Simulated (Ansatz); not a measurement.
## Ba₅LiNb₄O₁₅: field gradients at two levels of theory

Cell: a COD entry, its atoms then relaxed with PBE in this cell.

Space group R-3m:H (No. 166); a = 5.8012, c = 35.6750 Å, γ = 120.00°.

```
site  Wyckoff  site symmetry       x       y       z
 Ba1       6c             3m  0.0000  0.0000  0.6977
 Ba3       6c             3m  0.0000  0.0000  0.0964
 Ba5       3b            -3m  0.0000  0.0000  0.5000
  Li       3a            -3m  0.0000  0.0000  0.0000
 Nb7       6c             3m  0.0000  0.0000  0.3977
 Nb9       6c             3m  0.0000  0.0000  0.8002
 O11      18h             .m  0.8395  0.6791  0.3699
 O17      18h             .m  0.1681  0.8319  0.4355
 O23       9d           .2/m  0.8333  0.6667  0.1667
```

One atom of each set is listed; the run and its k-mesh use a cell of 25 atoms with edges of 12.35, 12.35, 12.35 Å.

First run. Computed with Ansatz: DFT, PBE, plane waves and PAW, scalar-relativistic, 420 eV cutoff, Γ-centred 7×7×7 k-points, Fermi–Dirac smearing 0.05 eV.

```json
{"site": "Ba1", "V_zz (10²¹ V/m²)": "2.96", "η": "0.00"}
{"site": "Ba3", "V_zz (10²¹ V/m²)": "-1.56", "η": "0.00"}
{"site": "Ba5", "V_zz (10²¹ V/m²)": "-2.58", "η": "0.00"}
{"site": "Li", "V_zz (10²¹ V/m²)": "-0.030", "η": "0.00"}
{"site": "Nb7", "V_zz (10²¹ V/m²)": "1.11", "η": "0.00"}
{"site": "Nb9", "V_zz (10²¹ V/m²)": "1.17", "η": "0.00"}
{"site": "O11", "V_zz (10²¹ V/m²)": "-1.68", "η": "0.19"}
{"site": "O17", "V_zz (10²¹ V/m²)": "1.19", "η": "0.06"}
{"site": "O23", "V_zz (10²¹ V/m²)": "1.05", "η": "0.15"}
```

Second run. The same atoms and settings, except that the functional is r2SCAN and the cutoff is 500 eV.

Q: Given the first result, estimate the second.

A: 

```
site    V_zz     η  change of V_zz
 Ba1    3.19  0.00           +0.23
 Ba3   -1.62  0.00           -0.06
 Ba5   -2.69  0.00           -0.11
  Li  -0.027  0.00            0.00
 Nb7    0.98  0.00           -0.13
 Nb9    1.20  0.00           +0.03
 O11   -1.49  0.23           +0.19
 O17    1.39  0.06           +0.20
 O23    1.21  0.08           +0.16
```

The largest change of V_zz is on Ba1, from 2.96 to 3.19. In per cent, |V_zz| changes by +4 to +7 on Ba (all sites that start above 2).

The run finds no gap above 0.1 eV (a metal, or nearly one), so the gradients can move by 10 % or more with the k-mesh. Without spin–orbit coupling (the program notes it for Ba and Nb) the gradients can shift somewhat, as the gap is small. Semilocal functionals can leave a metal where correlation in the d or f shell opens a gap in the real compound, and that would change the values at and beside Nb.
For the second run: The largest force is 0.3 eV/Å, so the atoms aren't at the calculated equilibrium and relaxing them would move these values.
